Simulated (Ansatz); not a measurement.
Br: consecutive steps of a trajectory

Computed with DFT PBEsol, scalar-relativistic, plane waves, PAW (Ansatz). Cutoff 420 eV, shifted (0.5, 0.5, 0.5 steps) 2×2×2 k-points, Fermi–Dirac smearing of 0.05 eV. The mesh is coarse. No spin polarisation.

18 atoms, starting at 1.01 times the perfect crystal's volume (space group I4/mmm, the cell as given, not relaxed at this level); Langevin thermostat and barostat at 450 K (friction 0.02 fs⁻¹), target pressure 2 GPa; 53 steps of 3 fs. The run is short and not equilibrated. The steps keep the starting cell's plane waves.

Positions in Å, velocities in 0.01 Å/fs, forces in eV/Å; dE is the potential energy from the first frame shown.

```xyz
18
Lattice="-2.8229 2.8229 -7.0945 8.4687 0.0000 0.0000 0.0000 -8.4687 0.0000" Properties=species:S:1:pos:R:3:v100:R:3:forces:R:3 pbc="T T T" time_fs=54.00 dE_eV=0.0000 T_K=366
Br   -1.4469   -4.2030   -3.7086    0.0289   -0.0712    0.0432    0.2828   -0.1628    0.1776
Br    0.0601   -5.5764   -0.0241    0.2141    0.4105   -0.0726   -0.3753    0.0270    0.0859
Br    1.5001   -4.3908   -3.4994    0.2192   -0.3048    0.1566    0.0434    0.1491   -0.1273
Br    2.7503   -5.6863    0.1409   -0.2939    0.0239    0.2167    0.2456    0.1154   -0.1836
Br    4.4348   -4.4280   -3.5346   -0.0966   -0.3979   -0.0921   -0.5810    0.1422    0.0078
Br    5.6048   -5.6553   -0.1513   -0.2424    0.1907   -0.1149    0.1963   -0.2084    0.1250
Br   -1.4049   -1.4916   -3.6266    0.2031   -0.2889   -0.2125   -0.0734    0.3197    0.0695
Br   -0.0970   -2.7395    0.0882   -0.1463    0.3613    0.0617    0.3667   -0.1652   -0.1122
Br    1.4259   -1.0844   -3.4750    0.1298    0.2890   -0.0975    0.0669   -0.2935   -0.1239
Br    2.8726   -2.8868    0.0252    0.0927   -0.1631    0.2166   -0.2323    0.1341    0.0268
Br    4.2543   -1.5465   -3.4728    0.1973   -0.2382    0.0587    0.0539    0.1560   -0.0535
Br    5.6935   -2.9464   -0.0963    0.1175   -0.1059   -0.2398   -0.1613    0.2241    0.0753
Br   -1.3946    1.4449   -3.5702   -0.1537    0.0955    0.1473   -0.3939   -0.1907   -0.0531
Br    0.0170    0.1293    0.0667    0.0812    0.3082    0.0041   -0.1185   -0.1854   -0.1122
Br    1.4413    1.5366   -3.6128    0.2183   -0.0126   -0.1943   -0.3224   -0.0877    0.2031
Br    2.7486    0.0148    0.0588   -0.3603    0.1883   -0.2075    0.2015   -0.1112   -0.0282
Br    4.1558    1.2844   -3.4134    0.0273   -0.0043    0.1037    0.8488    0.0163   -0.1026
Br    5.6567    0.0019   -0.1413   -0.2167   -0.0460   -0.1935   -0.0478    0.1211    0.1256
18
Lattice="-2.8208 2.8208 -7.0893 8.4625 0.0000 0.0000 0.0000 -8.4625 0.0000" Properties=species:S:1:pos:R:3:v100:R:3:forces:R:3 pbc="T T T" time_fs=57.00 dE_eV=0.0331 T_K=358
Br   -1.4453   -4.2033   -3.7042    0.0104   -0.1530    0.0724    0.2956   -0.1565    0.1719
Br    0.0652   -5.5597   -0.0258    0.1232    0.4257   -0.0417   -0.4101    0.0173    0.0900
Br    1.5052   -4.3953   -3.4942    0.1919   -0.2108    0.0220    0.0277    0.1577   -0.1343
Br    2.7401   -5.6820    0.1469   -0.2509   -0.0145    0.1891    0.2678    0.1339   -0.1928
Br    4.4268   -4.4346   -3.5363   -0.2180   -0.2586   -0.1942   -0.5770    0.1530    0.0188
Br    5.5934   -5.6470   -0.1546   -0.2387    0.0850   -0.1185    0.2162   -0.2208    0.1258
Br   -1.3964   -1.4999   -3.6306    0.2910   -0.3376   -0.2274   -0.0809    0.3101    0.0793
Br   -0.0995   -2.7274    0.0917   -0.0196    0.3108    0.1794    0.3875   -0.1700   -0.1157
Br    1.4289   -1.0730   -3.4751    0.1435    0.4187   -0.0816    0.0684   -0.3023   -0.1258
Br    2.8746   -2.8887    0.0313    0.1801   -0.1056    0.1954   -0.2427    0.1603    0.0169
Br    4.2561   -1.5523   -3.4692    0.1299   -0.2223    0.0126    0.0477    0.1509   -0.0593
Br    5.6942   -2.9476   -0.1032    0.2106   -0.1234   -0.2236   -0.1845    0.2264    0.0849
Br   -1.3989    1.4432   -3.5632   -0.2029   -0.1410    0.1470   -0.3603   -0.1779   -0.0608
Br    0.0204    0.1383    0.0673    0.1440    0.2993    0.0424   -0.1332   -0.1936   -0.1196
Br    1.4455    1.5360   -3.6141    0.1332    0.0450   -0.0714   -0.3702   -0.0867    0.2094
Br    2.7373    0.0200    0.0519   -0.2610    0.1575   -0.2481    0.2144   -0.1456   -0.0170
Br    4.1540    1.2826   -3.4084    0.0581   -0.0493    0.0619    0.8675    0.0092   -0.1031
Br    5.6452    0.0001   -0.1480   -0.2748   -0.0779   -0.2590   -0.0339    0.1347    0.1314
18
Lattice="-2.8189 2.8189 -7.0845 8.4567 0.0000 0.0000 0.0000 -8.4567 0.0000" Properties=species:S:1:pos:R:3:v100:R:3:forces:R:3 pbc="T T T" time_fs=60.00 dE_eV=0.0652 T_K=344
Br   -1.4435   -4.2046   -3.7005    0.0445   -0.1196    0.0075    0.2975   -0.1515    0.1672
Br    0.0684   -5.5422   -0.0286    0.0972    0.4932   -0.1436   -0.4366   -0.0023    0.0958
Br    1.5082   -4.3979   -3.4908    0.0788   -0.1574    0.0423    0.0133    0.1727   -0.1398
Br    2.7308   -5.6784    0.1529   -0.2475   -0.0036    0.2161    0.2916    0.1509   -0.2029
Br    4.4175   -4.4394   -3.5400   -0.2012   -0.2628   -0.2114   -0.5585    0.1643    0.0297
Br    5.5834   -5.6409   -0.1586   -0.1778    0.0696   -0.1552    0.2308   -0.2289    0.1260
Br   -1.3868   -1.5084   -3.6349    0.2909   -0.2983   -0.2275   -0.0891    0.2979    0.0891
Br   -0.1009   -2.7182    0.0966   -0.0832    0.1843    0.1528    0.4053   -0.1618   -0.1211
Br    1.4328   -1.0592   -3.4742    0.1759    0.4559   -0.0124    0.0670   -0.3155   -0.1292
Br    2.8787   -2.8899    0.0369    0.2273   -0.1043    0.1783   -0.2520    0.1807    0.0083
Br    4.2577   -1.5574   -3.4685    0.1672   -0.1904   -0.1225    0.0434    0.1434   -0.0618
Br    5.6968   -2.9488   -0.1092    0.2162   -0.0874   -0.1795   -0.2090    0.2259    0.0935
Br   -1.4029    1.4360   -3.5567   -0.1296   -0.2705    0.1270   -0.3249   -0.1570   -0.0684
Br    0.0245    0.1479    0.0695    0.1302    0.3463    0.1078   -0.1456   -0.2041   -0.1295
Br    1.4497    1.5369   -3.6157    0.2083    0.0839   -0.1941   -0.4173   -0.0901    0.2157
Br    2.7293    0.0242    0.0452   -0.1441    0.1209   -0.2014    0.2198   -0.1751   -0.0058
Br    4.1529    1.2806   -3.4052    0.0552   -0.0299   -0.0019    0.8818    0.0022   -0.1044
Br    5.6344   -0.0020   -0.1547   -0.1866   -0.0620   -0.1957   -0.0175    0.1485    0.1376
18
Lattice="-2.8171 2.8171 -7.0799 8.4512 0.0000 0.0000 0.0000 -8.4512 0.0000" Properties=species:S:1:pos:R:3:v100:R:3:forces:R:3 pbc="T T T" time_fs=63.00 dE_eV=0.1008 T_K=338
Br   -1.4412   -4.2042   -3.6992    0.0473   -0.0401   -0.0866    0.2922   -0.1503    0.1656
Br    0.0704   -5.5218   -0.0326    0.0349    0.6229   -0.1232   -0.4573   -0.0331    0.1004
Br    1.5088   -4.4001   -3.4871    0.0273   -0.1820    0.0553    0.0082    0.1985   -0.1472
Br    2.7222   -5.6755    0.1580   -0.2020   -0.0493    0.1279    0.3157    0.1655   -0.2113
Br    4.4098   -4.4432   -3.5444   -0.1220   -0.1796   -0.2365   -0.5424    0.1735    0.0395
Br    5.5754   -5.6357   -0.1643   -0.1164    0.0308   -0.2309    0.2387   -0.2362    0.1284
Br   -1.3780   -1.5162   -3.6395    0.2310   -0.2862   -0.2329   -0.0895    0.2892    0.0983
Br   -0.1047   -2.7098    0.0983   -0.1712    0.2553   -0.0386    0.4246   -0.1432   -0.1227
Br    1.4372   -1.0470   -3.4737    0.1789    0.3097   -0.1101    0.0646   -0.3313   -0.1327
Br    2.8822   -2.8913    0.0420    0.1291   -0.1126    0.1612   -0.2573    0.1971    0.0010
Br    4.2606   -1.5611   -3.4696    0.2118   -0.1252   -0.1011    0.0345    0.1311   -0.0630
Br    5.6998   -2.9503   -0.1124    0.2371   -0.1413   -0.0357   -0.2368    0.2248    0.0963
Br   -1.4055    1.4276   -3.5503   -0.1003   -0.2302    0.1418   -0.2922   -0.1344   -0.0766
Br    0.0286    0.1596    0.0720    0.1467    0.4356    0.0609   -0.1568   -0.2174   -0.1392
Br    1.4541    1.5408   -3.6193    0.1455    0.2417   -0.2083   -0.4644   -0.1020    0.2253
Br    2.7227    0.0272    0.0427   -0.1769    0.0801    0.0405    0.2202   -0.1973   -0.0015
Br    4.1513    1.2786   -3.4039    0.0193   -0.0464   -0.0614    0.8965    0.0003   -0.1050
Br    5.6240   -0.0042   -0.1606   -0.2639   -0.0849   -0.2038    0.0018    0.1653    0.1442
18
Lattice="-2.8148 2.8148 -7.0743 8.4445 0.0000 0.0000 0.0000 -8.4445 0.0000" Properties=species:S:1:pos:R:3:v100:R:3:forces:R:3 pbc="T T T" time_fs=66.00 dE_eV=0.1424 T_K=390
Br   -1.4387   -4.2010   -3.6983    0.0416    0.0288   -0.0435    0.2922   -0.1503    0.1640
Br    0.0704   -5.4975   -0.0376   -0.0317    0.7077   -0.2175   -0.4714   -0.0729    0.1033
Br    1.5093   -4.4010   -3.4834    0.0830   -0.1115    0.0044    0.0057    0.2339   -0.1522
Br    2.7144   -5.6694    0.1624   -0.1775    0.1573    0.1800    0.3404    0.1720   -0.2164
Br    4.4041   -4.4466   -3.5493   -0.0215   -0.2860   -0.2785   -0.5364    0.1837    0.0500
Br    5.5669   -5.6306   -0.1710   -0.1503    0.0103   -0.2225    0.2412   -0.2412    0.1319
Br   -1.3729   -1.5230   -3.6434    0.0397   -0.2520   -0.2212   -0.0789    0.2860    0.1076
Br   -0.1089   -2.7025    0.0970   -0.1133    0.0858   -0.0393    0.4480   -0.1096   -0.1216
Br    1.4414   -1.0360   -3.4759    0.1804    0.3689   -0.2156    0.0609   -0.3509   -0.1310
Br    2.8854   -2.8903    0.0466    0.2395    0.0268    0.1511   -0.2630    0.2057   -0.0044
Br    4.2624   -1.5629   -3.4697    0.1357   -0.0796   -0.0949    0.0212    0.1162   -0.0658
Br    5.7021   -2.9530   -0.1139    0.2171   -0.1943   -0.0707   -0.2691    0.2256    0.0944
Br   -1.4062    1.4199   -3.5427   -0.0184   -0.2070    0.1810   -0.2657   -0.1141   -0.0850
Br    0.0330    0.1747    0.0702    0.1470    0.5798   -0.1788   -0.1668   -0.2380   -0.1427
Br    1.4587    1.5467   -3.6209    0.2409    0.2329   -0.0849   -0.5168   -0.1196    0.2289
Br    2.7160    0.0291    0.0451   -0.1249    0.0469    0.1211    0.2179   -0.2073   -0.0073
Br    4.1474    1.2790   -3.4018   -0.0592    0.1396    0.0216    0.9190   -0.0026   -0.1053
Br    5.6120   -0.0065   -0.1666   -0.2359   -0.0637   -0.2069    0.0217    0.1835    0.1517
18
Lattice="-2.8123 2.8123 -7.0680 8.4370 0.0000 0.0000 0.0000 -8.4370 0.0000" Properties=species:S:1:pos:R:3:v100:R:3:forces:R:3 pbc="T T T" time_fs=69.00 dE_eV=0.1921 T_K=464
Br   -1.4381   -4.1963   -3.6957   -0.0874    0.0431   -0.0017    0.3091   -0.1489    0.1588
Br    0.0695   -5.4721   -0.0441   -0.0231    0.6637   -0.2139   -0.4833   -0.1116    0.1068
Br    1.5107   -4.4008   -3.4804    0.1031   -0.1307   -0.0074    0.0002    0.2722   -0.1545
Br    2.7057   -5.6581    0.1674   -0.2395    0.2591    0.1627    0.3710    0.1686   -0.2209
Br    4.4005   -4.4526   -3.5531    0.0398   -0.3701   -0.1851   -0.5405    0.1994    0.0604
Br    5.5570   -5.6270   -0.1768   -0.1838   -0.1004   -0.1756    0.2416   -0.2412    0.1358
Br   -1.3707   -1.5302   -3.6469    0.0284   -0.3175   -0.2293   -0.0595    0.2885    0.1177
Br   -0.1116   -2.6972    0.0978   -0.0746    0.1157    0.0986    0.4720   -0.0632   -0.1231
Br    1.4461   -1.0239   -3.4780    0.2183    0.3787   -0.1326    0.0554   -0.3750   -0.1278
Br    2.8904   -2.8877    0.0520    0.2636   -0.0257    0.2066   -0.2733    0.2157   -0.0095
Br    4.2631   -1.5629   -3.4694    0.1582   -0.0106   -0.0847    0.0039    0.1003   -0.0680
Br    5.7030   -2.9566   -0.1147    0.1739   -0.2207    0.0104   -0.3004    0.2240    0.0925
Br   -1.4068    1.4123   -3.5355   -0.1055   -0.2101    0.0848   -0.2329   -0.0963   -0.0911
Br    0.0395    0.1925    0.0639    0.2886    0.6217   -0.2394   -0.1759   -0.2716   -0.1405
Br    1.4650    1.5527   -3.6201    0.2618    0.2584   -0.0798   -0.5845   -0.1364    0.2270
Br    2.7075    0.0320    0.0471   -0.2868    0.1502    0.0138    0.2161   -0.2146   -0.0151
Br    4.1435    1.2833   -3.3968    0.0414    0.2222    0.1118    0.9433   -0.0147   -0.1066
Br    5.5985   -0.0102   -0.1719   -0.3331   -0.1884   -0.1535    0.0379    0.2048    0.1579
18
Lattice="-2.8100 2.8100 -7.0621 8.4300 0.0000 0.0000 0.0000 -8.4300 0.0000" Properties=species:S:1:pos:R:3:v100:R:3:forces:R:3 pbc="T T T" time_fs=72.00 dE_eV=0.2438 T_K=436
Br   -1.4387   -4.1925   -3.6917   -0.0332   -0.0227    0.0638    0.3355   -0.1480    0.1487
Br    0.0687   -5.4487   -0.0492   -0.0290    0.5925   -0.1328   -0.4919   -0.1493    0.1104
Br    1.5125   -4.4032   -3.4766    0.1012   -0.2757    0.0705   -0.0090    0.3257   -0.1567
Br    2.6990   -5.6448    0.1713   -0.0556    0.3191    0.1049    0.3959    0.1618   -0.2231
Br    4.3980   -4.4590   -3.5561    0.0341   -0.3053   -0.2083   -0.5495    0.2096    0.0716
Br    5.5474   -5.6255   -0.1818   -0.1504   -0.1120   -0.1678    0.2431   -0.2349    0.1400
Br   -1.3682   -1.5393   -3.6508    0.0631   -0.3705   -0.2289   -0.0337    0.2956    0.1302
Br   -0.1123   -2.6940    0.1032    0.0216   -0.0560    0.2667    0.4953   -0.0179   -0.1282
Br    1.4519   -1.0126   -3.4774    0.2480    0.3142   -0.0186    0.0472   -0.4021   -0.1274
Br    2.8959   -2.8861    0.0584    0.2615   -0.0273    0.2242   -0.2847    0.2298   -0.0145
Br    4.2659   -1.5609   -3.4679    0.2673    0.0545   -0.0108   -0.0202    0.0828   -0.0707
Br    5.7019   -2.9605   -0.1150    0.0726   -0.2036   -0.0401   -0.3298    0.2167    0.0914
Br   -1.4086    1.4017   -3.5314   -0.0913   -0.4189   -0.0029   -0.1930   -0.0752   -0.0933
Br    0.0484    0.2079    0.0572    0.3072    0.4154   -0.2033   -0.1870   -0.2997   -0.1357
Br    1.4703    1.5599   -3.6191    0.1737    0.3122   -0.0514   -0.6481   -0.1653    0.2261
Br    2.6975    0.0356    0.0475   -0.2253    0.0924    0.0132    0.2170   -0.2268   -0.0220
Br    4.1405    1.2889   -3.3901   -0.0128    0.2223    0.1436    0.9585   -0.0275   -0.1097
Br    5.5821   -0.0155   -0.1758   -0.4540   -0.1594   -0.1169    0.0545    0.2246    0.1629
```

What is the next frame? The thermostat's random kicks make it one of many possible.

```xyz
18
Lattice="-2.8078 2.8078 -7.0565 8.4233 0.0000 0.0000 0.0000 -8.4233 0.0000" Properties=species:S:1:pos:R:3:v100:R:3:forces:R:3 pbc="T T T" time_fs=75.00 dE_eV=0.2963 T_K=419
Br   -1.4388   -4.1898   -3.6861   -0.0479   -0.0218    0.1084    0.3660   -0.1484    0.1342
Br    0.0696   -5.4298   -0.0532    0.0977    0.3746   -0.1365   -0.5029   -0.1763    0.1138
Br    1.5138   -4.4071   -3.4721    0.0663   -0.2171    0.0440   -0.0207    0.3940   -0.1604
Br    2.6948   -5.6296    0.1753   -0.0839    0.3917    0.1671    0.4180    0.1473   -0.2241
Br    4.3949   -4.4637   -3.5591   -0.0023   -0.2440   -0.1796   -0.5581    0.2157    0.0845
Br    5.5390   -5.6247   -0.1857   -0.1115   -0.1378   -0.0989    0.2441   -0.2261    0.1435
Br   -1.3665   -1.5478   -3.6552   -0.0286   -0.2761   -0.2584   -0.0062    0.3032    0.1464
Br   -0.1098   -2.6919    0.1108    0.1390    0.0581    0.2422    0.5158    0.0192   -0.1348
Br    1.4579   -1.0037   -3.4747    0.2293    0.2283    0.0100    0.0409   -0.4330   -0.1297
Br    2.9022   -2.8842    0.0658    0.3129    0.0011    0.2738   -0.2990    0.2460   -0.0191
Br    4.2703   -1.5583   -3.4646    0.2488    0.0379    0.0452   -0.0505    0.0665   -0.0768
Br    5.6997   -2.9647   -0.1153    0.0832   -0.2348    0.0166   -0.3512    0.2083    0.0902
Br   -1.4107    1.3889   -3.5301   -0.1226   -0.3633   -0.1005   -0.1520   -0.0508   -0.0922
Br    0.0575    0.2198    0.0511    0.3039    0.3881   -0.2011   -0.1930   -0.3218   -0.1285
Br    1.4757    1.5683   -3.6202    0.2649    0.3252   -0.2143   -0.7177   -0.2047    0.2291
Br    2.6892    0.0384    0.0492   -0.1860    0.0927    0.1043    0.2151   -0.2364   -0.0320
Br    4.1360    1.2969   -3.3845   -0.0656    0.3818    0.0517    0.9805   -0.0418   -0.1116
Br    5.5636   -0.0212   -0.1789   -0.4844   -0.2253   -0.0965    0.0708    0.2390    0.1675
```